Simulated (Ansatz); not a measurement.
**Relaxing Mn**

Level of theory: Ansatz 0.2.0, DFT PBEsol, scalar-relativistic, plane waves, PAW. (420 eV cutoff, 18×18×6 k-mesh, Gaussian smearing of 0.10 eV, no spin polarisation)

What was changed in Co: Co → Mn on all its sites, cell and atoms relaxed.

Command:

```bash
ansatz run input.yaml --threads 1 --pin off --max-ram 2560MiB --backend cpu --events-out ev --progress --plain --runs-dir out
```

Input:

```yaml
crystal:
  lattice:
    - [2.4527189464, 0.0, 0.0]
    - [-1.2263594732, 2.1241169159, 0.0]
    - [0.0, 0.0, 7.9237507634]
  atoms:
    - { symbol: Mn, position: [0.0, 0.0, 0.0] }
    - { symbol: Mn, position: [0.3333333333, 0.6666666667, 0.25] }
    - { symbol: Mn, position: [0.0, 0.0, 0.5] }
    - { symbol: Mn, position: [0.6666666667, 0.3333333333, 0.75] }
basis:
  ecutwfc: 420
kpoints:
  mp_grid: { grid: [18, 18, 6] }
hamiltonian:
  xc: pbesol
scf:
  occupations: { method: gaussian, width: 0.1 }
output:
  forces: true
  stress: true
  eigenvalues: true
relax:
  adjacent_minimum: "off"
  f_tol: 0.01
  max_steps: 60
  cell: { stress_tol: 0.1 }
```

F is the free energy. Steps run on the plane waves of an earlier cell, but the last one, and at times one on the way, on a freshly chosen basis, so a repeated geometry can differ a little in energy.

Steps:

```
step F − F(1) (eV) largest force component (eV/Å) V (Å³/atom) P (GPa)
   1         0.0000                           0.000       10.320    -0.05
   2         0.0000                           0.000       10.320    -0.02
   3        -0.0001                           0.000       10.319     0.00
   4         0.0000                           0.000       10.319     0.00
```

Relaxed structure:

```xyz
4
Lattice="2.4536 0.0000 0.0000 -1.2268 2.1249 0.0000 0.0000 0.0000 7.9170" Properties=species:S:1:pos:R:3 pbc="T T T"
Mn    0.0000    0.0000    0.0000
Mn    0.0000    1.4166    1.9792
Mn    0.0000    0.0000    3.9585
Mn    1.2268    0.7083    5.9377
```

The structure is hexagonal, space group P6_3/mmc (No. 194). Conventional cell: a = 2.454 Å, b = 2.454 Å, c = 7.917 Å, α = 90.00°, β = 90.00°, γ = 120.00°. Mn (site symmetry -3m) has 12 Mn at 2.43 to 2.45 Å as nearest neighbours. Mn (site symmetry -6m2) has 12 Mn at 2.43 to 2.45 Å as nearest neighbours.

The run converged. It took 46 s on 1 thread of Intel(R) Xeon(R) Processor @ 2.70GHz, with other jobs on the host, peak memory 0.48 GiB.